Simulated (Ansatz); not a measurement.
Values for one crystal, relaxed and computed with the program Ansatz at the LDA level (PAW); other levels are named.

| Item | Result |
|---|---|
| Volume per atom | 5.75 Å³ |
| Band gap | 4.92 eV (indirect) |
| Formation energy from the elements (no fitted shifts) | -1.51 eV/atom |
| Zone-centre stability | no imaginary mode at Γ |
| Bulk modulus (Birch–Murnaghan fit) | 401 GPa |
| Pressure derivative B′ | 3.7 |
| Hole effective mass, band 2 of 2 at the edge | 0.37 along x, 1.3 along z (mₑ) |

**Question.** Which of these materials gives this?
A) AlN, zinc blende
B) BP, P6_3/mmc (B on 2c, P on 2d)
C) BP, zinc blende
D) BN, wurtzite

**Answer.** D, BN, wurtzite

Space group P6_3mc (wurtzite). Symmetry was held in the LDA relaxation. The references are the lowest solids computed at this level, not always the standard phases (solids in place of the gases).

Potentials: the earlier of the program's two PAW sets. The files were generated under PBE; for other functionals the program regenerates the frozen cores, and for LDA and PBEsol the local potential too.
